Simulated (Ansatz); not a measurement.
Values for one crystal, relaxed and computed with DFT-r²SCAN in the program Ansatz with PAW potentials; other levels are named.

```yaml
volume_per_atom: 13.87 Å³
electronic_character: metallic (no gap)
Bulk modulus (Birch–Murnaghan fit): 1200 kbar
Pressure derivative B′: 4.3
Formation energy from the elements (no fitted shifts): 5.9 kJ/mol-atom
mechanical_stability: unstable (C has a negative eigenvalue)
Density of states at the Fermi level: 0.34 states/eV per atom (mean over ±0.08 eV)
```

**Question.** Which compound is it?
A) TiGaPd, P6_3/mmc (Ti on 2a, Ga on 2d, Pd on 2c)
B) GaAu, Pnma (Ga on 4c, Au on 4c)
C) AlNi, rock salt
D) ZrIn, L1₀ or tetragonal B2

**Answer.** C, AlNi, rock salt

Space group Fm-3m (rock salt). The start of the workflow was typed in or built on a structure type; neither database checked (COD, Materials Project) lists it. It is not the phase usual at ambient conditions (space group No. 221). The cell was relaxed with r²SCAN under the symmetry of its start. The workflow began spin-polarised and lost its moments. The references are the lowest solids computed at this level, not always the standard phases.

Potentials: the earlier of the program's two PAW sets.
